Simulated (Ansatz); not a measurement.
EuO:
```
EuO
1.0
    0.00000     2.48407     2.48407
    2.48407     0.00000     2.48407
    2.48407     2.48407     0.00000
Eu O
1 1
Direct
  0.00000   0.00000   0.00000
  0.50000   0.50000   0.50000
```
The run is spin-polarised; directions of the spins, atom by atom: ↑ 0.

Relaxed with PBEsol.

Problem. Give the Bader charges and basin volumes of the independent atoms, DFT-PBEsol in the program Ansatz with PAW potentials.

Solution. 

| atom | Bader charge (e) | Bader volume (Å³) |
|---|---|---|
| Eu1 | +1.41 | 17.4 |
| O2 | -1.41 | 13.2 |

Space group Fm-3m (rock salt). Symmetry was held in the PBEsol relaxation. Spin order of the final state: ferromagnetic, chosen from 3 collinear starts compared on coarse meshes (ties went to the first, and starts can fall back to one state), not a proven ground state. Textbook magnetic order: ferromagnetic. The 4f shell is in the valence, and the state reached may lie above the lowest one. No Hubbard U is applied. Spin–orbit coupling is left out wherever it is not named.

Potentials: the later of the program's two PAW sets.
